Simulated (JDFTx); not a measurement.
System: methylsulfide, CH3S (SMILES C[S-]), charge -1, multiplicity 1; geometry: optimised with GFN2-xTB in vacuum (no frequencies checked; largest PBE force component 0.7 eV/Å). Z-matrix (Å, degrees):
```
C
H 1 1.0966
H 1 1.0967 2 108.39
H 1 1.0967 2 108.41 3 -117.48
S 1 1.8049 2 110.52 3 121.25
```

Computed with JDFTx (a modified build): PBE, GBRV ultrasoft potentials, plane waves to 20/100 Ha. Liquid: CANDLE, water, 1 M KF. The liquid run sits in a periodic box with 4.5 Å from the outermost atoms to the faces; the vacuum run is isolated. ΔG_solv is the difference of the two single-point energies, liquid minus vacuum; no corrections are added.

In vacuum PBE puts this anion's highest level above zero (1.3 eV), so the vacuum reference depends somewhat on the box. Single-ion values refer to zero potential in the bulk liquid, with no surface-potential term, and depend on the box by about 0.1 eV.

```json
{
 "solvation_energy": "-3.27 eV",
 "highest occupied level in the liquid (zero: bulk electrolyte)": "-5.00 eV",
 "volume of the model's cavity": "132.6 Å³",
 "rough_cost_vacuum_and_liquid_run": "3 min and 3 min of core time"
}
```
